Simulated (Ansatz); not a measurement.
Given:

GaBi:
```cif
data_Bi4Ga4
_chemical_formula_sum 'Bi4 Ga4'
_space_group_name_H-M_alt 'Fm-3m'
_space_group_IT_number 225
_space_group_name_Hall '-F 4 2 3'
_cell_length_a 5.99823
_cell_length_b 5.99823
_cell_length_c 5.99823
_cell_angle_alpha 90.000
_cell_angle_beta 90.000
_cell_angle_gamma 90.000
loop_
_atom_site_label
_atom_site_type_symbol
_atom_site_symmetry_multiplicity
_atom_site_Wyckoff_symbol
_atom_site_fract_x
_atom_site_fract_y
_atom_site_fract_z
_atom_site_occupancy
Bi1 Bi 4 a 0.00000 0.00000 0.00000 1
Ga1 Ga 4 b 0.50000 0.50000 0.50000 1
```
(The calculation used a cell of 2 atoms; values per cell refer to that cell.)

This is the PBE-relaxed structure.

Q: All from DFT-PBE in the program Ansatz with PAW potentials, unless another level is named. Predict the formation energy from the elements (no fitted shifts).

A: 0.12 eV/atom.

Q: What about the density of states at the Fermi level?

A: 0.60 states/eV per atom (mean over ±0.08 eV).

Q: Predict the gap with spin–orbit coupling.

A: none (metallic).

A made-up cell: these elements were put on the sites of a structure type; neither database checked (COD, Materials Project) lists it. Whether it is the stable phase at ambient conditions was not checked. Symmetry was held in the PBE relaxation; of distortions, only those at the zone centre were tested. The references are the lowest solids computed at this level, not always the standard phases. Scalar-relativistic: spin–orbit coupling is off unless named, which matters more the heavier the elements.

Potentials: the later of the program's two PAW sets.
